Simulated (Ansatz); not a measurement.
**Two-dimensional strain map in SnO₂**

Level of theory: Ansatz 0.2.0, DFT r2SCAN, scalar-relativistic, plane waves, PAW. Cutoff 500 eV, Γ-centred 12×12×12 k-points, Gaussian smearing of 0.05 eV. No spin polarisation. Energies are free energies at this smearing, counted from the undisturbed cell; pressure is positive in compression.

The undisturbed cell (as given, not relaxed at this level; it stands at -7.2 GPa; this form isn't the usual structure):

```xyz
3
Lattice="1.6171 0.9336 4.8006 -1.6171 0.9336 4.8006 0.0000 -1.8673 4.8006" Properties=species:S:1:pos:R:3 pbc="T T T"
Sn    0.0000    0.0000    7.2009
O     0.0000    0.0000    3.4157
O     0.0000    0.0000   10.9861
```

The cell is strained by p along both x and y and by q along z, fractional coordinates fixed. Points are written (p, q).

Energy above the undisturbed cell in meV/atom (a dash: not computed):

```csv
p \ q,-0.080,-0.040,0.000,0.040,0.080
-0.080,347.7,266.6,212.1,182.1,?
-0.040,63.4,29.2,15.6,21.0,44.1
0.000,?,?,0.0,?,72.3
0.040,55.6,77.8,111.6,156.4,211.8
0.080,224.4,262.9,309.3,363.8,426.3
```

Question: Fill in the withheld energies.

Answer: (-0.080, 0.080): 174.9; (0.000, -0.080): -13.7; (0.000, -0.040): -14.6; (0.000, 0.040): 29.3.